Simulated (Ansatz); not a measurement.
**One atom moved along a line in SnSe**

All numbers below come from DFT r2SCAN, scalar-relativistic, plane waves, PAW in Ansatz. The runs took a 500 eV cutoff, a Γ-centred 6×6×6 mesh and Gaussian smearing (0.05 eV). No spin polarisation. Energies are free energies at this smearing, counted from the undisturbed cell; pressure is positive in compression.

The starting cell (relaxed at this level; this rock-salt form isn't the usual structure):

```
Sn Se
1.0
     6.02000    0.00000    0.00000
     0.00000   -6.02000    0.00000
     0.00000    0.00000   -6.02000
Sn Se
4 4
Direct
  0.00000 0.50000 0.50000
  0.50000 0.00000 0.50000
  0.50000 0.50000 0.00000
  0.00000 0.00000 0.00000
  0.50000 0.00000 0.00000
  0.00000 0.50000 0.00000
  0.00000 0.00000 0.50000
  0.50000 0.50000 0.50000
```

Atom 5 (Se) is moved by x along the Cartesian unit vector (0.000, 0.000, 1.000); the cell and all other atoms stay fixed.

```tsv
x (Å)	ΔE (meV/cell)	force along x on the moved atoms (eV/Å)	gap on the mesh (eV)
-0.1000	2.0	?	?
-0.0600	0.6	0.02	0.35
-0.0200	0.1	0.01	0.36
0.0000	0.0	0.00	0.37
0.0400	0.3	-0.01	0.35
0.0800	1.2	-0.03	0.34
```

(1) Give the withheld values.

Answers

(1) force along x on the moved atoms (eV/Å) at x (Å) = -0.1000: 0.05; gap on the mesh (eV) at x (Å) = -0.1000: 0.34.

Cost: 6 runs of about 8 core-minutes in all, on Intel Xeon Platinum 8259CL (Skylake/Cascade Lake) (shared hosts).